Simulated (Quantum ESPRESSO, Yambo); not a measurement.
LiHS (space group Pmc2_1, No. 26). The geometry is that of Materials Project entry mp-644419, symmetrised and not relaxed again. Chain: norm-conserving PBEsol (Quantum ESPRESSO, 74 Ry, without SOC); G0W0 in Yambo (2×4×1 Γ-centred k mesh, bands 5 to 257 and a 7 Ry block in the screening, 257 bands in G with the Bruneval-Gonze terminator, plasmon pole fitted at 27.2 eV); BSE (4×4×2 mesh, 12 valence and 20 conduction bands, static screening with 89 bands and a 3 Ry block, scissor 2.44 eV, Tamm-Dancoff).

```json
{
 "PBEsol gap (dense path)": "3.37 eV",
 "PBEsol gap Γ → Γ on the GW mesh": "3.37 eV",
 "PBEsol smallest direct gap on the GW mesh, at Γ": "3.37 eV",
 "G0W0 direct gap at that point": "5.80 eV",
 "G0W0 correction to the gap Γ → Γ": "2.44 eV",
 "lowest_exciton": "no binding energy given (see below)",
 "RPA electronic dielectric constant along x": "2.96 (4×4×2 mesh, PBEsol bands)"
}
```

Rough cost of the Yambo steps against G0W0 for 8 states: BSE within a factor of two, one RPA spectrum about 1/4.

Nearest settings tried, and what they do to the gap: 162 bands in W, 162 bands in G: -16 meV; 6 Ry block (319 vectors against 395): -30 meV; 1×2×1 mesh: -195 meV. So the settings aren't converged at that level. The k mesh is coarse. The BSE states are vertical excitations (zero momentum). Convergence of the RPA response with its 4×4×2 mesh was not tested. The lowest state covers only about 2 of the 32 k points, so the mesh doesn't resolve it: its energy and its distance from the direct gap are mesh artefacts. An extended exciton needs a far denser mesh. Axes are Cartesian, with cell vectors (Å) (6.10, 0.00, 0.00), (0.00, 3.92, 0.00), (0.00, 0.00, 7.83).
